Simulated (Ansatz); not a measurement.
The following input was run with Ansatz 0.2.0.

```yaml
crystal:
  lattice:
    - [6.2975027379, 0.0, 0.0]
    - [-3.1487513689, 5.4537973514, 0.0]
    - [0.0, 0.0, 28.6736793496]
  atoms:
    - { symbol: Mg, position: [0.3333333333, 0.1666666667, 0.2790015157] }
    - { symbol: Mg, position: [0.3333333333, 0.6666666667, 0.2790015157] }
    - { symbol: Mg, position: [0.8333333333, 0.1666666667, 0.2790015157] }
    - { symbol: Mg, position: [0.8333333333, 0.6666666667, 0.2790015157] }
    - { symbol: Mg, position: [0.1666666667, 0.3333333333, 0.367141342] }
    - { symbol: Mg, position: [0.1666666667, 0.8333333333, 0.367141342] }
    - { symbol: Mg, position: [0.6666666667, 0.3333333333, 0.367141342] }
    - { symbol: Mg, position: [0.6666666667, 0.8333333333, 0.367141342] }
    - { symbol: Mg, position: [0.3333333333, 0.1666666667, 0.4548832053] }
    - { symbol: Mg, position: [0.3333333333, 0.6666666667, 0.4548832053] }
    - { symbol: Mg, position: [0.8333333333, 0.1666666667, 0.4548832053] }
    - { symbol: Mg, position: [0.8333333333, 0.6666666667, 0.4548832053] }
    - { symbol: Mg, position: [0.1666666667, 0.3333333333, 0.5436915059] }
    - { symbol: Mg, position: [0.1666666667, 0.8333333333, 0.5436915059] }
    - { symbol: Mg, position: [0.6666666667, 0.3333333333, 0.5436915059] }
    - { symbol: Mg, position: [0.6666666667, 0.8333333333, 0.5436915059] }
    - { symbol: Si, position: [0.3460902286, 0.5950429091, 0.6925527646] }
    - { symbol: Cl, position: [0.6681643132, 0.6076782231, 0.7065900283] }
    - { symbol: Cl, position: [0.3198590682, 0.8494487951, 0.7317315524] }
    - { symbol: Cl, position: [0.0630003278, 0.256340667, 0.7079885234] }
    - { symbol: Cl, position: [0.3333333333, 0.6666666667, 0.6239044416] }
basis:
  ecutwfc: 420
kpoints:
  mp_grid: { grid: [4, 4, 1] }
hamiltonian:
  xc: pbe
  dispersion: d3bj
scf:
  occupations: { method: gaussian, width: 0.1 }
output:
  forces: true
  eigenvalues: true
  write_density: true
  write_potential: true
  elf: true
  volumetric_format: npy
relax:
  adjacent_minimum: "off"
  f_tol: 0.04
  max_steps: 100
  constraints: [{ sites: [0, 1, 2, 3, 4, 5, 6, 7] }]
efield:
  axis: 3
  dipole_correction: true
  ramp_width: 0.04
```

Command:
```bash
ansatz run input.yaml --threads 4 --pin off --max-ram 10240MiB --backend cpu --events-out ev --progress --plain --runs-dir out
```

These are results of DFT PBE+D3(BJ), scalar-relativistic, plane waves, PAW (Ansatz 0.2.0), not measurements.

Abridged output:

```
Pseudopotentials: kind: paw
Pseudopotential: Mg, paw, valence charge 10, recommended cutoff 420 eV (normal)
Pseudopotential: Si, paw, valence charge 4, recommended cutoff 420 eV (normal)
Pseudopotential: Cl, paw, valence charge 7, recommended cutoff 420 eV (normal)
Functional definition: PBE
Crystal: 21 atoms, lattice volume = 984.806 Å³
Basis set: ecut = 420 eV, 19295 PW (Γ), exchange–correlation on 90×90×384 points (8 copies of the dense FFT grid, shifted against one another)
Bands: 117, of which v1, the nominal top of the filled ones, is band 96 counted from 1 (95 counted from 0)
Symmetry: 1 space group operations
Space group: P1 (ITA 1), of the structure as read, at distance tolerance 9.9e-5 Å
k-points: 10 of 16 (time reversal used)
Initial density: superposition of atomic densities (neutral atoms: chi_scale 0, normalization atom), corrected by the library's trained network
Initial wavefunctions: pseudopotential atomic-orbital guess
Functional: x = pbe(κ = 0.804, μ = 0.21951497), c = pbe(β = 0.06672455)
SCF iter   1: F=—  HF=-35742.617547 eV  |F-HF|=—  |Δ(HF+E_count)|=         —  Δρ=1.57e-3  dr2=7.30e-1  ethr=1.77e-3  p=-0.089 e·Å  D=-1.63e-2 V/Å  ΔV_dip=0.47 eV  dr2_dipole=3.26e-1  V_vac-E_F(+/−)=4.41/3.95 eV  ⟨swp⟩=13.8  Hψ=6848  notcnv=0  defer=20
efield: sawtooth ramp at fractional position 0.9854 (placed from the atoms, in the widest stretch of the axis that holds none; the zero of the levels goes with the place), width 0.0400; the density the first Hamiltonian is built on has a dipole p = -0.089 e·Å; the dipole correction subtracts the counter field D = -1.63e-2 V/Å, which shifts the + side's vacuum level by +0.47 eV against the − side's; the planar-averaged density in the ramp window peaks in size at 3.3e-5 e/Å³
SCF iter   2: F=—  HF=-35742.515586 eV  |F-HF|=—  |Δ(HF+E_count)|=   1.02e-1  Δρ=1.26e-3  dr2=8.56e-2  ethr=3.80e-4  p=0.133 e·Å  D=2.44e-2 V/Å  ΔV_dip=-0.70 eV  dr2_dipole=5.19e-2  V_vac-E_F(+/−)=3.12/3.83 eV  ⟨swp⟩=2.8  Hψ=1639  notcnv=0  defer=128
SCF iter   3: F=—  HF=-35742.507356 eV  |F-HF|=—  |Δ(HF+E_count)|=   8.23e-3  Δρ=8.34e-4  dr2=2.07e-2  ethr=4.46e-5  p=0.049 e·Å  D=8.97e-3 V/Å  ΔV_dip=-0.26 eV  dr2_dipole=9.06e-4  V_vac-E_F(+/−)=3.55/3.81 eV  ⟨swp⟩=2.0  Hψ=1660  notcnv=0  defer=104
SCF iter   4: F=—  HF=-35742.502774 eV  |F-HF|=—  |Δ(HF+E_count)|=   4.58e-3  Δρ=2.48e-4  dr2=2.16e-3  ethr=1.08e-5  p=0.078 e·Å  D=1.44e-2 V/Å  ΔV_dip=-0.41 eV  dr2_dipole=2.33e-4  V_vac-E_F(+/−)=3.38/3.79 eV  ⟨swp⟩=2.0  Hψ=1318  notcnv=0  defer=104
SCF iter   5: F=—  HF=-35742.502498 eV  |F-HF|=—  |Δ(HF+E_count)|=   2.76e-4  Δρ=1.03e-4  dr2=3.93e-4  ethr=1.13e-6  p=0.074 e·Å  D=1.36e-2 V/Å  ΔV_dip=-0.39 eV  dr2_dipole=1.09e-4  V_vac-E_F(+/−)=3.38/3.77 eV  ⟨swp⟩=2.0  Hψ=1477  notcnv=0  defer=113
SCF iter   6: F=-35742.502429 eV  HF=-35742.502472 eV  |F-HF|=4.27e-5  |Δ(HF+E_count)|=   2.58e-5  Δρ=2.20e-5  dr2=3.44e-5  ethr=2.08e-8  p=0.074 e·Å  D=1.36e-2 V/Å  ΔV_dip=-0.39 eV  dr2_dipole=2.22e-5  V_vac-E_F(+/−)=3.37/3.76 eV  ⟨swp⟩=24.1  Hψ=11147  notcnv=0
SCF 1 converged in 6 iterations: F = -35742.502429 eV  dr2 = 3.44e-5
relax step   1: F+E_penalty+E_count = -35742.50242933 eV  Δ(F+E_penalty+E_count) = +0.000e0 eV  max|allowed force component| = 1.086e0 eV/Å  Δτ_max = 0.0000 Å  (6 SCF iters, dr2 threshold 4.00e-5 eV, accepted)
Initial density: handed on by an earlier stage of this run
Initial wavefunctions: those handed on with the density
SCF iter   1: F=—  HF=-35742.697334 eV  |F-HF|=—  |Δ(HF+E_count)|=         —  Δρ=4.64e-3  dr2=1.55e-1  ethr=7.96e-5  p=0.074 e·Å  D=1.36e-2 V/Å  ΔV_dip=-0.39 eV  dr2_dipole=1.60e-2  V_vac-E_F(+/−)=3.39/3.78 eV  ⟨swp⟩=1.7  Hψ=4193  notcnv=0  defer=149
efield: sawtooth ramp at fractional position 0.9854 (handed on by an earlier solve), width 0.0400; the density the first Hamiltonian is built on has a dipole p = 0.074 e·Å; the dipole correction subtracts the counter field D = 1.36e-2 V/Å, which shifts the + side's vacuum level by -0.39 eV against the − side's; the planar-averaged density in the ramp window peaks in size at 1.1e-6 e/Å³
SCF iter   2: F=—  HF=-35742.707276 eV  |F-HF|=—  |Δ(HF+E_count)|=   9.94e-3  Δρ=1.78e-3  dr2=7.62e-2  ethr=7.96e-5  p=0.062 e·Å  D=1.13e-2 V/Å  ΔV_dip=-0.32 eV  dr2_dipole=6.40e-4  V_vac-E_F(+/−)=3.45/3.78 eV  ⟨swp⟩=3.0  Hψ=1420  notcnv=0  defer=149
SCF iter   3: F=—  HF=-35742.692478 eV  |F-HF|=—  |Δ(HF+E_count)|=   1.48e-2  Δρ=1.00e-3  dr2=2.07e-2  ethr=3.97e-5  p=0.087 e·Å  D=1.60e-2 V/Å  ΔV_dip=-0.46 eV  dr2_dipole=2.32e-3  V_vac-E_F(+/−)=3.31/3.77 eV  ⟨swp⟩=3.0  Hψ=1426  notcnv=0  defer=149
SCF iter   4: F=—  HF=-35742.687255 eV  |F-HF|=—  |Δ(HF+E_count)|=   5.22e-3  Δρ=3.27e-4  dr2=2.37e-3  ethr=1.08e-5  p=0.078 e·Å  D=1.43e-2 V/Å  ΔV_dip=-0.41 eV  dr2_dipole=6.99e-4  V_vac-E_F(+/−)=3.36/3.77 eV  ⟨swp⟩=2.0  Hψ=1490  notcnv=0  defer=150
SCF iter   5: F=—  HF=-35742.686763 eV  |F-HF|=—  |Δ(HF+E_count)|=   4.92e-4  Δρ=1.17e-4  dr2=3.01e-4  ethr=1.23e-6  p=0.070 e·Å  D=1.29e-2 V/Å  ΔV_dip=-0.37 eV  dr2_dipole=3.86e-5  V_vac-E_F(+/−)=3.39/3.76 eV  ⟨swp⟩=2.0  Hψ=1274  notcnv=0  defer=150
SCF iter   6: F=-35742.686672 eV  HF=-35742.686686 eV  |F-HF|=1.38e-5  |Δ(HF+E_count)|=   7.77e-5  Δρ=2.47e-5  dr2=1.59e-5  ethr=3.84e-8  p=0.070 e·Å  D=1.28e-2 V/Å  ΔV_dip=-0.37 eV  dr2_dipole=3.16e-6  V_vac-E_F(+/−)=3.40/3.76 eV  ⟨swp⟩=20.4  Hψ=10386  notcnv=0
SCF 2 converged in 6 iterations: F = -35742.686672 eV  dr2 = 1.59e-5
relax step   2: F+E_penalty+E_count = -35742.68667184 eV  Δ(F+E_penalty+E_count) = -1.842e-1 eV  max|allowed force component| = 2.598e-1 eV/Å  Δτ_max = 0.1935 Å  (6 SCF iters, dr2 threshold 7.38e-5 eV, accepted)
SCF iter   1: F=—  HF=-35742.759940 eV  |F-HF|=—  |Δ(HF+E_count)|=         —  Δρ=4.49e-3  dr2=1.01e-1  ethr=7.37e-4  p=0.070 e·Å  D=1.28e-2 V/Å  ΔV_dip=-0.37 eV  dr2_dipole=4.53e-3  V_vac-E_F(+/−)=3.41/3.78 eV  ⟨swp⟩=5.0  Hψ=2585  notcnv=0  defer=138
efield: sawtooth ramp at fractional position 0.9854 (handed on by an earlier solve), width 0.0400; the density the first Hamiltonian is built on has a dipole p = 0.070 e·Å; the dipole correction subtracts the counter field D = 1.28e-2 V/Å, which shifts the + side's vacuum level by -0.37 eV against the − side's; the planar-averaged density in the ramp window peaks in size at 1.1e-6 e/Å³
SCF iter   2: F=—  HF=-35742.761609 eV  |F-HF|=—  |Δ(HF+E_count)|=   1.67e-3  Δρ=1.35e-3  dr2=4.79e-2  ethr=5.27e-5  p=0.039 e·Å  D=7.14e-3 V/Å  ΔV_dip=-0.20 eV  dr2_dipole=2.25e-3  V_vac-E_F(+/−)=3.58/3.78 eV  ⟨swp⟩=2.0  Hψ=1666  notcnv=0  defer=140
SCF iter   3: F=—  HF=-35742.753280 eV  |F-HF|=—  |Δ(HF+E_count)|=   8.33e-3  Δρ=6.46e-4  dr2=9.45e-3  ethr=2.49e-5  p=0.076 e·Å  D=1.40e-2 V/Å  ΔV_dip=-0.40 eV  dr2_dipole=4.15e-3  V_vac-E_F(+/−)=3.37/3.78 eV  ⟨swp⟩=3.0  Hψ=1351  notcnv=0  defer=140
   ...
SCF 8 converged in 7 iterations: F = -35742.853724 eV  dr2 = 6.31e-7
relax step   8: F+E_penalty+E_count = -35742.85372390 eV  Δ(F+E_penalty+E_count) = -1.191e-3 eV  max|allowed force component| = 1.068e-1 eV/Å  Δτ_max = 0.1219 Å  (7 SCF iters, dr2 threshold 2.09e-6 eV, accepted)
SCF iter   1: F=—  HF=-35742.857724 eV  |F-HF|=—  |Δ(HF+E_count)|=         —  Δρ=1.35e-3  dr2=1.03e-2  ethr=5.13e-5  p=0.020 e·Å  D=3.62e-3 V/Å  ΔV_dip=-0.10 eV  dr2_dipole=1.11e-5  V_vac-E_F(+/−)=3.70/3.80 eV  ⟨swp⟩=3.0  Hψ=2162  notcnv=0  defer=144
efield: sawtooth ramp at fractional position 0.9854 (handed on by an earlier solve), width 0.0400; the density the first Hamiltonian is built on has a dipole p = 0.020 e·Å; the dipole correction subtracts the counter field D = 3.62e-3 V/Å, which shifts the + side's vacuum level by -0.10 eV against the − side's; the planar-averaged density in the ramp window peaks in size at 8.6e-7 e/Å³
SCF iter   2: F=—  HF=-35742.857573 eV  |F-HF|=—  |Δ(HF+E_count)|=   1.51e-4  Δρ=4.56e-4  dr2=3.11e-3  ethr=5.37e-6  p=0.011 e·Å  D=2.01e-3 V/Å  ΔV_dip=-0.06 eV  dr2_dipole=7.68e-5  V_vac-E_F(+/−)=3.75/3.80 eV  ⟨swp⟩=2.1  Hψ=1580  notcnv=0  defer=144
SCF iter   3: F=—  HF=-35742.856779 eV  |F-HF|=—  |Δ(HF+E_count)|=   7.94e-4  Δρ=2.17e-4  dr2=8.68e-4  ethr=1.62e-6  p=0.011 e·Å  D=1.96e-3 V/Å  ΔV_dip=-0.06 eV  dr2_dipole=8.00e-6  V_vac-E_F(+/−)=3.75/3.80 eV  ⟨swp⟩=3.0  Hψ=1357  notcnv=0  defer=144
SCF iter   4: F=—  HF=-35742.856025 eV  |F-HF|=—  |Δ(HF+E_count)|=   7.54e-4  Δρ=4.95e-5  dr2=5.72e-5  ethr=4.52e-7  p=0.012 e·Å  D=2.22e-3 V/Å  ΔV_dip=-0.06 eV  dr2_dipole=7.27e-6  V_vac-E_F(+/−)=3.74/3.80 eV  ⟨swp⟩=2.0  Hψ=1233  notcnv=0  defer=144
SCF iter   5: F=—  HF=-35742.856016 eV  |F-HF|=—  |Δ(HF+E_count)|=   9.46e-6  Δρ=1.71e-5  dr2=1.46e-5  ethr=2.98e-8  p=0.012 e·Å  D=2.20e-3 V/Å  ΔV_dip=-0.06 eV  dr2_dipole=2.23e-6  V_vac-E_F(+/−)=3.74/3.80 eV  ⟨swp⟩=2.0  Hψ=1232  notcnv=0  defer=144
SCF iter   6: F=-35742.856013 eV  HF=-35742.856015 eV  |F-HF|=1.89e-6  |Δ(HF+E_count)|=   1.17e-6  Δρ=5.92e-6  dr2=1.79e-6  ethr=1.46e-9  p=0.012 e·Å  D=2.24e-3 V/Å  ΔV_dip=-0.06 eV  dr2_dipole=4.66e-7  V_vac-E_F(+/−)=3.74/3.80 eV  ⟨swp⟩=18.6  Hψ=9415  notcnv=0
SCF 9 converged in 6 iterations: F = -35742.856013 eV  dr2 = 1.79e-6
relax step   9: F+E_penalty+E_count = -35742.85601283 eV  Δ(F+E_penalty+E_count) = -2.289e-3 eV  max|allowed force component| = 3.421e-2 eV/Å  Δτ_max = 0.0539 Å  (6 SCF iters, dr2 threshold 2.80e-6 eV, accepted)
SCF iter   1: F=—  HF=-35742.856558 eV  |F-HF|=—  |Δ(HF+E_count)|=         —  Δρ=6.02e-6  dr2=1.76e-6  ethr=9.14e-10  p=0.012 e·Å  D=2.24e-3 V/Å  ΔV_dip=-0.06 eV  dr2_dipole=4.55e-7  V_vac-E_F(+/−)=3.74/3.80 eV  ⟨swp⟩=1.0  Hψ=2780  notcnv=0
efield: sawtooth ramp at fractional position 0.9854 (handed on by an earlier solve), width 0.0400; the density the first Hamiltonian is built on has a dipole p = 0.012 e·Å; the dipole correction subtracts the counter field D = 2.24e-3 V/Å, which shifts the + side's vacuum level by -0.06 eV against the − side's; the planar-averaged density in the ramp window peaks in size at 8.6e-7 e/Å³
SCF iter   2: F=—  HF=-35742.856015 eV  |F-HF|=—  |Δ(HF+E_count)|=   5.43e-4  Δρ=6.49e-6  dr2=1.31e-6  ethr=9.14e-10  p=0.012 e·Å  D=2.24e-3 V/Å  ΔV_dip=-0.06 eV  dr2_dipole=1.08e-7  V_vac-E_F(+/−)=3.74/3.80 eV  ⟨swp⟩=3.0  Hψ=1621  notcnv=0
SCF iter   3: F=—  HF=-35742.856015 eV  |F-HF|=—  |Δ(HF+E_count)|=   2.46e-7  Δρ=2.31e-6  dr2=3.59e-7  ethr=6.81e-10  p=0.012 e·Å  D=2.25e-3 V/Å  ΔV_dip=-0.06 eV  dr2_dipole=8.85e-8  V_vac-E_F(+/−)=3.74/3.80 eV  ⟨swp⟩=3.0  Hψ=1252  notcnv=0
SCF iter   4: F=-35742.856015 eV  HF=-35742.856015 eV  |F-HF|=6.17e-8  |Δ(HF+E_count)|=   7.08e-9  Δρ=1.12e-6  dr2=5.23e-8  ethr=5.21e-11  p=0.012 e·Å  D=2.25e-3 V/Å  ΔV_dip=-0.06 eV  dr2_dipole=1.93e-8  V_vac-E_F(+/−)=3.74/3.80 eV  ⟨swp⟩=9.9  Hψ=6665  notcnv=0
SCF 10 converged in 4 iterations: F = -35742.856015 eV  dr2 = 5.23e-8
relax step  10: F+E_penalty+E_count = -35742.85601461 eV  Δ(F+E_penalty+E_count) = -1.782e-6 eV  max|allowed force component| = 3.404e-2 eV/Å  Δτ_max = 0.0000 Å  (4 SCF iters, accepted)
WARN: The output density's exchange-correlation potential varies sharply where the density is thin. Do not read a vacuum level from v_tot or v_xc, or from such a field of the output density. On a cell that repeats whose density bears no net charge and no dipole along the vacuum's axis use v_es (v_loc + v_h of the components); under efield.dipole_correction with no amplitude use v_es + v_field, which holds any external_charges[].barrier, or the levels of the report's work_function block, which leave it out; under a non-zero efield.amplitude the vacuum is tilted and has no level; on a cell that repeats and bears such a dipole with no correction it is tilted too, and efield.dipole_correction wi ...
SCF converged after 4 iterations
Free energy (F): -35742.856015 eV
Harris-Foulkes:  -35742.856015 eV  (|F-HF|=6.17e-8)
Internal energy: -35742.798344 eV  (E = F + TS)
E sigma→0 (E₀):  -35742.827179 eV
Entropy (-TS):   -0.057671 eV (-2.746 meV/atom)
Fermi energy:    0.818003 eV
Dipole field:    D = 0.002167 V/Å  (p = 0.011796 e·Å, saw-weighted, corrected)
Work function:   Φ+ = 3.7406 eV   Φ− = 3.8028 eV
Levels:          The Fermi level and band energies are counted from a zero that moves with the ramp; work functions are not
--- Per-component energies (eV) ---
  E_band       = -6717.758946
  E_kinetic    = 1882.700551
  E_local      = -146085.797741  (includes V_loc(G=0)·N_el)
  E_nonlocal   = 1670.193768
  E_hartree    = 68686.512473
  E_xc         = -935.567323
  E_vxc        = -1117.532648  (∫ρ·V_xc dr)
  E_paw        = -7829.481444  (= ΣΔE_a)
  E_vpaw       = -440.872059  (= ΣTr[D̂ρ^β])
  E_aug_tail   = 0.000320  (compensation charges beyond the density's cutoff)
  E_efield     = 0.000013  (sawtooth field / dipole correction)
  E_vefield    = 0.496245  (∫n·V_field dr)
  E_ewald      = 46872.982070
  E_disp       = -4.341030  (pairwise vdW)
  E_smearing   = -0.057671  (= −TS)
--- Forces (eV/Å), atoms counted from 1 ---
  atom   1  Mg    -0.00160240     0.00251806    -0.03409294
  atom   2  Mg     0.00148930    -0.00193864    -0.03797960
  atom   3  Mg     0.00125814     0.00060291    -0.03469457
  atom   4  Mg    -0.00182417    -0.00027881    -0.03515537
  atom   5  Mg    -0.00140025     0.00401772     0.04879417
  atom   6  Mg     0.00117689     0.00032954     0.04615521
  atom   7  Mg    -0.00124316     0.00130434     0.04148143
  atom   8  Mg    -0.00366691     0.00044577     0.04825243
  atom   9  Mg    -0.00070874    -0.00061482    -0.00472023
  atom  10  Mg     0.00053457    -0.00010844    -0.00825598
  atom  11  Mg     0.00003166    -0.00025141    -0.00453740
  atom  12  Mg    -0.00007884     0.00156394    -0.00340645
  atom  13  Mg     0.00128888    -0.01847017    -0.00245902
  atom  14  Mg    -0.02138506     0.01174012    -0.01074955
  atom  15  Mg     0.00087218    -0.00157370    -0.00116865
  atom  16  Mg     0.01736400     0.00824042    -0.00205128
  atom  17  Si     0.01070204    -0.01322291     0.03403888
  atom  18  Cl    -0.02062899    -0.00011210    -0.01224432
  atom  19  Cl     0.00675182    -0.00917354    -0.01079099
  atom  20  Cl     0.00989892     0.01102056    -0.01167985
  atom  21  Cl     0.00118676     0.00393927    -0.00468325
--- Band table (eV; the first three rows and the last of 10) ---
  k-point 0: bands = ["-75.1289", "-75.1243", "-75.1173", "-75.1143", "-75.1111", "-75.1093", "-75.1089", "-75.1059", "-74.8416", "-74.8395", "-74.8392", "-74.8385", "-74.8308", "-74.8287", "-74.8286", "-74.8282", "-41.9142", "-41.9091", "-41.9014", "-41.8984", "-41.8956", "-41.8926", "-41.8922", "-41.8892", "-41.8788", "-41.8766", "-41.8732", "-41.8642", "-41.8630", "-41.8628", "-41.8571", "-41.8555", "-41.8510", "-41.8460", "-41.8443", "-41.8431", "-41.8421", "-41.8418", "-41.8351", "-41.8350", "-41.6106", "-41.6069", "-41.6068", "-41.6067", "-41.6049", "-41.6047", "-41.6041", "-41.5908", "-41.5908", "-41.5907", "-41.5872", "-41.5871", "-41.5869", "-41.5865", "-41.5841", "-41.5838", "-41.5 ...
  k-point 1: bands = ["-75.1289", "-75.1244", "-75.1173", "-75.1143", "-75.1108", "-75.1093", "-75.1091", "-75.1060", "-74.8413", "-74.8398", "-74.8392", "-74.8386", "-74.8304", "-74.8289", "-74.8287", "-74.8282", "-41.9140", "-41.9091", "-41.9014", "-41.8985", "-41.8951", "-41.8927", "-41.8924", "-41.8893", "-41.8759", "-41.8745", "-41.8706", "-41.8618", "-41.8605", "-41.8596", "-41.8592", "-41.8558", "-41.8515", "-41.8484", "-41.8462", "-41.8451", "-41.8440", "-41.8413", "-41.8391", "-41.8360", "-41.6096", "-41.6057", "-41.6052", "-41.6049", "-41.6036", "-41.6035", "-41.6021", "-41.5897", "-41.5897", "-41.5884", "-41.5880", "-41.5878", "-41.5876", "-41.5859", "-41.5847", "-41.5844", "-41.5 ...
  k-point 2: bands = ["-75.1288", "-75.1244", "-75.1172", "-75.1144", "-75.1105", "-75.1096", "-75.1092", "-75.1060", "-74.8405", "-74.8405", "-74.8392", "-74.8387", "-74.8298", "-74.8295", "-74.8287", "-74.8283", "-41.9139", "-41.9092", "-41.9013", "-41.8986", "-41.8944", "-41.8933", "-41.8925", "-41.8893", "-41.8730", "-41.8693", "-41.8680", "-41.8634", "-41.8590", "-41.8571", "-41.8566", "-41.8536", "-41.8509", "-41.8503", "-41.8493", "-41.8484", "-41.8478", "-41.8456", "-41.8398", "-41.8376", "-41.6074", "-41.6072", "-41.6042", "-41.6039", "-41.6010", "-41.6009", "-41.5933", "-41.5931", "-41.5918", "-41.5916", "-41.5860", "-41.5858", "-41.5853", "-41.5852", "-41.5849", "-41.5849", "-41.5 ...
  k-point 9: bands = ["-75.1289", "-75.1243", "-75.1174", "-75.1143", "-75.1104", "-75.1096", "-75.1091", "-75.1060", "-74.8407", "-74.8401", "-74.8395", "-74.8386", "-74.8298", "-74.8296", "-74.8286", "-74.8283", "-41.9140", "-41.9090", "-41.9017", "-41.8984", "-41.8944", "-41.8934", "-41.8924", "-41.8893", "-41.8755", "-41.8677", "-41.8648", "-41.8630", "-41.8589", "-41.8572", "-41.8568", "-41.8558", "-41.8536", "-41.8503", "-41.8494", "-41.8484", "-41.8456", "-41.8453", "-41.8397", "-41.8377", "-41.6075", "-41.6070", "-41.6044", "-41.6038", "-41.6010", "-41.6007", "-41.5934", "-41.5930", "-41.5920", "-41.5916", "-41.5860", "-41.5859", "-41.5854", "-41.5851", "-41.5849", "-41.5848", "-41.5 ...
--- Relaxed structure (10 steps of the walk, 10 accepted, 0 SCFs on fresh bases) ---
  F+E_penalty+E_count = -35742.85601461 eV   max|allowed force component| = 3.404e-2 eV/Å
  atoms:
    - { symbol: Mg, position: [0.3333333333, 0.1666666667, 0.27900151] }
    - { symbol: Mg, position: [0.33333333, 0.6666666667, 0.27900151] }
    - { symbol: Mg, position: [0.8333333333, 0.1666666667, 0.27900151] }
    - { symbol: Mg, position: [0.8333333333, 0.6666666667, 0.27900151] }
    - { symbol: Mg, position: [0.16666666, 0.3333333333, 0.367141342] }
    - { symbol: Mg, position: [0.16666666, 0.83333333, 0.367141342] }
    - { symbol: Mg, position: [0.66666666, 0.3333333333, 0.367141342] }
    - { symbol: Mg, position: [0.66666666, 0.83333333, 0.367141342] }
    - { symbol: Mg, position: [0.33337695, 0.16736690, 0.45512498] }
    - { symbol: Mg, position: [0.33321442, 0.66716685, 0.45521769] }
    - { symbol: Mg, position: [0.83319012, 0.16732151, 0.45513818] }
    - { symbol: Mg, position: [0.83308963, 0.66700475, 0.45511144] }
    - { symbol: Mg, position: [0.16643137, 0.33453867, 0.54413666] }
    - { symbol: Mg, position: [0.16639655, 0.83441897, 0.54398546] }
    - { symbol: Mg, position: [0.66639729, 0.33427724, 0.54450621] }
    - { symbol: Mg, position: [0.66651866, 0.83448847, 0.54403727] }
    - { symbol: Si, position: [0.35125241, 0.56408078, 0.72598036] }
    - { symbol: Cl, position: [0.65711496, 0.53381318, 0.73303686] }
    - { symbol: Cl, position: [0.35788517, 0.80711400, 0.77373391] }
    - { symbol: Cl, position: [0.04820573, 0.22919436, 0.73631537] }
    - { symbol: Cl, position: [0.34140105, 0.68534020, 0.66027476] }
```

The relaxation met its thresholds.

It took 6 min on 4 threads of Arm Neoverse V1 (shared host), peak memory 2.7 GiB.

Spin polarisation was left out, and a magnetic state may lie lower.